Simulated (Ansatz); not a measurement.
With DFT-PBEsol in the program Ansatz with PAW potentials, SnPt3C in the anti-perovskite structure (Pm-3m) relaxes to a = 4.234 Å. Sn has 12 nearest neighbours from 2.99 Å (cuboctahedral); C has 6 nearest neighbours from 2.12 Å (octahedral). Its formation energy from the elements is 0.32 eV/atom, with no fitted shifts.

Electronic character: metallic (no gap). Gap from PBEsol with spin–orbit coupling: none (metallic).

An equation-of-state fit gives a bulk modulus of 201 GPa. The relaxed-ion elastic constants in GPa are C11 = 244, C12 = 180, C44 = -9.4. The highest mode at Γ lies at 311 cm^-1.

The start of the workflow was typed in or built on a structure type; neither database checked (COD, Materials Project) lists it. Its standing as an ambient phase is unchecked. Symmetry was held in the PBEsol relaxation. At this level the phase is dynamically unstable (imaginary phonons). The run is not spin-polarised. Its formation energy is positive at this level, so the cell may be metastable or incomplete. As this level gives no gap, shear constants depend on the k-mesh and smearing (Fermi–Dirac, 0.1 eV here). As this level gives no gap, phonon frequencies hold no LO–TO term and depend on the k-mesh and smearing (Fermi–Dirac, 0.1 eV here). The references are the lowest solids computed at this level, not always the standard phases. Spin–orbit coupling is left out wherever it is not named.

Potentials: the earlier of the program's two PAW sets. The files were generated under PBE; for other functionals the program regenerates the frozen cores, and for LDA and PBEsol the local potential too.
